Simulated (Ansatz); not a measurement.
TaN$_{3}$: computed property card

TaN$_{3}$:
```xyz
4
Lattice="4.0508 0.0000 0.0000 0.0000 4.0508 0.0000 0.0000 0.0000 4.0508" Properties=species:S:1:pos:R:3 pbc="T T T"
Ta     0.0000     0.0000     0.0000
N      0.0000     2.0254     0.0000
N      2.0254     0.0000     0.0000
N      0.0000     0.0000     2.0254
```

Space group Pm-3m (No. 221), ReO3 type; conventional cell a = 4.0508 Å, b = 4.0508 Å, c = 4.0508 Å, α = 90.00°, β = 90.00°, γ = 90.00°.

Method: DFT-r²SCAN in the program Ansatz with PAW potentials. Structure relaxed to zero pressure with the same functional. Other levels are named where they apply.

**Cell and energy**

| Quantity | Value |
|---|---|
| Volume per atom | 16.62 Å³ |
| Density | 5.57 g/cm³ |
| Formation energy from the elements (no fitted shifts) | 1.09 eV/atom |

**Electronic structure**

| Quantity | Result |
|---|---|
| Electronic character | metallic (no gap) |
| Density of states at the Fermi level | 1.2 states/eV per atom (mean over ±0.08 eV) |
| Gap with spin–orbit coupling | none (metallic) |

**Mechanics**

| Property | Value |
|---|---|
| Bulk modulus (Birch–Murnaghan fit) | 162 GPa |
| Pressure derivative B′ | 3.8 |
| Elastic constants (relaxed ions, GPa) | C11 = 419, C12 = 33.3, C44 = -33.6 |
| Mechanical stability | unstable (C has a negative eigenvalue) |

**Charges**

| Item | Value |
|---|---|
| Bader charges | Ta +2.69, N -0.90 e |

The start of the workflow was typed in or built on a structure type; neither database checked (COD, Materials Project) lists it. Whether it is the stable phase at ambient conditions was not checked. Symmetry was held in the r²SCAN relaxation. No spin polarisation was allowed. Its formation energy is positive at this level, so the cell may be metastable or incomplete. As this level gives no gap, shear constants depend on the k-mesh and smearing (Fermi–Dirac, 0.1 eV here). On the denser mesh and wider smearing of the elastic run this cell carries a stress of 0.3 GPa. The references are the lowest solids computed at this level, not always the standard phases (solids in place of the gases). Spin–orbit coupling is left out wherever it is not named.

Potentials: the earlier of the program's two PAW sets. The files were generated under PBE; for other functionals the program regenerates the frozen cores, and for LDA and PBEsol the local potential too.
